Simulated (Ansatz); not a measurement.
TiB$_{2}$ in space group P6/mmm (No. 191; Ti on 1a, B on 2d) under volume change, r²SCAN in the plane-wave PAW code Ansatz, shape and atoms relaxed at each volume.

| V (Å³/atom) | E − E(relaxed) (meV/atom) | P (GPa) |
|---|---|---|
| 7.746 | 64.5 | 29.15 |
| 8.001 | 27.2 | 17.95 |
| 8.256 | 6.4 | 8.30 |
| 8.512 | 0.0 | -0.02 |
| 8.767 | 5.9 | -7.20 |
| 9.022 | 22.4 | -13.41 |
| 9.278 | 48.2 | -18.77 |

What does a third-order Birch–Murnaghan fit give for V₀, B₀ and B′?

V₀ = 8.51 Å³/atom, B₀ = 257 GPa, B′ = 3.9.

The cell was relaxed with r²SCAN under the symmetry of its start. No spin polarisation was allowed.

Potentials: the later of the program's two PAW sets.
